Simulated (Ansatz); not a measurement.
Computed with Ansatz (plane waves, PAW, 420 eV cutoff): PBEsol, scalar-relativistic, no spin polarisation, Γ-centred 12×12×12 mesh, 0.05 eV Gaussian smearing; PAW files: Ansatz's generated set soft_2.

A compound XP has these computed properties.

```
Space group                                           : Fm-3m (No. 225)
Conventional cell                                     : a = 4.963 Å, b = 4.963 Å, c = 4.963 Å, α = 90.00°, β = 90.00°, γ = 90.00°
Volume                                                : 15.28 Å³/atom
Band gap                                              : zero (metallic)
Density of states at the Fermi level                  : 0.47 states/(eV·atom)
Formation energy from the elements (0 K, uncorrected) : -0.22 eV/atom
Bulk modulus (Birch–Murnaghan)                        : 195 GPa
Pressure derivative B0′                               : 4.9
```

Sites: X on 4b, P on 4a.

Problem. Which element is X?
A. Pt
B. Os
C. Hg
D. Ir

Solution. A. X is Pt, so the compound is PtP.

The start was a prototype's sites filled with these elements, not a measured cell.

These numbers lack spin–orbit coupling. The cell is a metal with an odd number of electrons, and spin polarisation wasn't tried.
